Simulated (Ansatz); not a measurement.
Nb$_{2}$InC in space group P6_3/mmc (No. 194; Nb on 4f, In on 2d, C on 2a) at seven volumes, plane-wave PAW PBEsol (Ansatz code), shape and atoms relaxed at each. One row is withheld.

| V (Å³/atom) | P (GPa) |
|---|---|
| 14.084 | 20.63 |
| 14.548 | 12.52 |
| 15.013 | ? |
| 15.477 | 0.00 |
| 15.941 | -4.76 |
| 16.406 | -8.75 |
| 16.870 | -12.07 |

Fit the shown pressures and predict the withheld one.

Third-order Birch–Murnaghan: P = (3/2)B₀(x^(7/2) − x^(5/2))[1 + (3/4)(B′ − 4)(x − 1)] with x = (V₀/V)^(2/3). Least squares on the six rows gives V₀ = 15.477 Å³/atom, B₀ = 173.3 GPa, B′ = 4.93. At V = 15.013, x = 1.0205 and P = 5.69 GPa. The run itself gave 5.70 GPa.

The workflow started from a Materials Project entry (that database holds measured and hypothetical structures alike); the Crystallography Open Database copy checked does not list it. Its standing as an ambient phase is unchecked. The PBEsol relaxation kept the symmetry of its start; whether a distortion lowers the energy is not shown. No spin polarisation was allowed.

Potentials: the later of the program's two PAW sets.
